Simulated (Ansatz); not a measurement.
# Property card for Ir

Ir:
```
Ir
1.0
    2.57098     0.00000     0.00000
    0.00000     2.57098     0.00000
    0.00000     0.00000     2.57098
Ir
1
Direct
  0.00000   0.00000   0.00000
```

Space group Pm-3m (No. 221), simple cubic; conventional cell a = b = c = 2.571 Å, α = β = γ = 90.00°.

Method: plane-wave PAW PBE (Ansatz code). The cell and atoms are relaxed at this level. Other levels are named where they apply.

**Cell and energy**

| Property | Result |
|---|---|
| Volume per atom | 16.99 Å³ |
| Density | 18.78 g/cm³ |

**Electronic structure**

| Quantity | Result |
|---|---|
| Electronic character | metallic (no gap) |
| Density of states at the Fermi level | 1.5 states/eV per atom (mean over ±0.08 eV) |
| Gap with spin–orbit coupling | none (metallic) |

**Mechanics**

| Item | Value |
|---|---|
| Bulk modulus (Birch–Murnaghan fit) | 245 GPa |
| Pressure derivative B′ | 5.0 |

A made-up cell: these elements were put on the sites of a structure type; neither database checked (COD, Materials Project) lists it. It is not the phase usual at ambient conditions (space group No. 225). Symmetry was held in the PBE relaxation; its stability against distortions is not shown here. No spin polarisation was allowed. Scalar-relativistic: spin–orbit coupling is off unless named, which matters more the heavier the elements.

Potentials: the later of the program's two PAW sets.
